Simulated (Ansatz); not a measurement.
MgO (rock salt)

```
CELL_PARAMETERS angstrom
      0.00000     4.25375     4.25375
      2.12687     0.00000     2.12687
      2.12687     2.12687     0.00000
ATOMIC_POSITIONS crystal
  O  0.00000 0.00000 0.00000
  O  0.50000 0.00000 0.00000
  Mg 0.25000 0.50000 0.50000
  Mg 0.75000 0.50000 0.50000
```

A phonon eigenvector at L = (0.5, 0.0, 0.0) is frozen into this cell: atom i moves by Q times the vector below, so Q is the largest atomic displacement, in Å. The cell is held. (q is in reciprocal vectors of the primitive cell; the cell shown is doubled to hold the pattern.)

```tsv
atom	x	y	z
Mg3	-0.577	0.577	0.577
Mg4	0.577	-0.577	-0.577
```

Atoms not listed stay in place.

Calculation: PBE (plane waves to 420 eV, PAW, scalar-relativistic; Ansatz, a quantum-chemistry and plane-wave program). k mesh 13×13×13 (Γ-centred), Fermi-Dirac smearing 0.05 eV. The energy includes the smearing's −TS. MgO was relaxed with its symmetry unable to fall. ΔE is measured from the undisplaced structure.

```json
[
 {"Q (Å)": "-0.1000", "ΔE (meV/cell)": "248.2"},
 {"Q (Å)": "-0.0833", "ΔE (meV/cell)": "172.4"},
 {"Q (Å)": "-0.0667", "ΔE (meV/cell)": "110.4"},
 {"Q (Å)": "-0.0500", "ΔE (meV/cell)": "62.1"},
 {"Q (Å)": "-0.0333", "ΔE (meV/cell)": "withheld"},
 {"Q (Å)": "-0.0167", "ΔE (meV/cell)": "6.9"},
 {"Q (Å)": "0.0000", "ΔE (meV/cell)": "0.0"},
 {"Q (Å)": "0.0167", "ΔE (meV/cell)": "6.9"},
 {"Q (Å)": "0.0333", "ΔE (meV/cell)": "withheld"},
 {"Q (Å)": "0.0500", "ΔE (meV/cell)": "62.1"},
 {"Q (Å)": "0.0667", "ΔE (meV/cell)": "110.4"},
 {"Q (Å)": "0.0833", "ΔE (meV/cell)": "172.4"},
 {"Q (Å)": "0.1000", "ΔE (meV/cell)": "248.2"}
]
```

Task: Fit an even polynomial form (powers 2, 4) to the given rows and predict ΔE at Q = -0.0333.

Result: Least squares on the 11 given rows: ΔE = (24840)·Q² + (-2161)·Q⁴, in meV/cell with Q in Å; root-mean-square residual 0.07 meV/cell. At -0.0333 the fit gives 27.5 meV/cell; the calculation gives 27.6 meV/cell, so the interpolation is off by -0.1 (-0.4 %). The quadratic term alone would give 27.5 meV/cell.

(A displaced cell: forces are minus the slopes of the energy, force constants its curvatures, and phonons follow from these.)
